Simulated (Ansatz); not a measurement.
Ta (bcc, W type), conventional cell a = b = c = 3.320 Å, α = β = γ = 90.00°. The calculation uses the primitive cell of 1 atom, to which meshes and values per cell refer.

The relaxed cell is deformed in two ways at once: its volume V is scaled, and at that volume it is stretched along z (the c axis of the conventional cell) so that c/a changes. Fractional atomic positions are held.

All values below come from PBE (plane waves to 420 eV, PAW, scalar-relativistic; Ansatz, a program for electronic structure). k mesh 20×20×20 (Γ-centred), Fermi-Dirac smearing 0.05 eV. Stress and pressure are positive under compression. With partly filled bands, the response to shear is sensitive to the k mesh, so small differences along c/a are uncertain. Spin-orbit coupling is left out, though Ta is heavy. Ta is run without spin polarisation. Ta was relaxed with its symmetry unable to fall. The PAW data are Ansatz's earlier set. The last digit holds for this mesh only.

Changes of σxx (GPa) from the point V/V₀ = 1.000, (c/a)/(c/a)₀ = 1.000 when one coordinate moves alone (two changes are said to add if the coupling is within 5 % of the smaller one, nearly so within 20 %):

```csv
point,change
"V/V₀ = 1.000, (c/a)/(c/a)₀ = 0.960",-1.30
"V/V₀ = 1.000, (c/a)/(c/a)₀ = 0.973",-0.95
"V/V₀ = 1.000, (c/a)/(c/a)₀ = 0.987",-0.51
"V/V₀ = 0.960, (c/a)/(c/a)₀ = 1.000",8.65
"V/V₀ = 0.973, (c/a)/(c/a)₀ = 1.000",5.58
"V/V₀ = 0.987, (c/a)/(c/a)₀ = 1.000",2.70
"V/V₀ = 1.013, (c/a)/(c/a)₀ = 1.000",-2.54
"V/V₀ = 1.027, (c/a)/(c/a)₀ = 1.000",-4.92
"V/V₀ = 1.040, (c/a)/(c/a)₀ = 1.000",-7.15
"V/V₀ = 1.000, (c/a)/(c/a)₀ = 1.013",0.53
"V/V₀ = 1.000, (c/a)/(c/a)₀ = 1.027",1.06
"V/V₀ = 1.000, (c/a)/(c/a)₀ = 1.040",1.54
```

Problem. Do the two effects add at V/V₀ = 0.960, (c/a)/(c/a)₀ = 1.027? Give the computed change.

Solution. The sum of the single changes is 8.65 + (1.06) = 9.71; the calculation gives 9.82, so the coupling contributes 0.11 (under 20 % of the smaller single change, nearly additive).

Problem. What is the change at V/V₀ = 1.027, (c/a)/(c/a)₀ = 0.960, where both move, and how far is it from the sum?

Solution. The sum of the single changes is -4.92 + (-1.30) = -6.22; the calculation gives -6.05, so the coupling contributes 0.17 (under 20 % of the smaller single change, nearly additive).

Problem. What is the change at V/V₀ = 0.987, (c/a)/(c/a)₀ = 0.960, where both move, and how far is it from the sum?

Solution. The sum of the single changes is 2.70 + (-1.30) = 1.40; the calculation gives 1.31, so the coupling contributes -0.09 (under 20 % of the smaller single change, nearly additive).

(Under strain, the slope of the energy per volume gives the stress and its curvature an elastic modulus.)
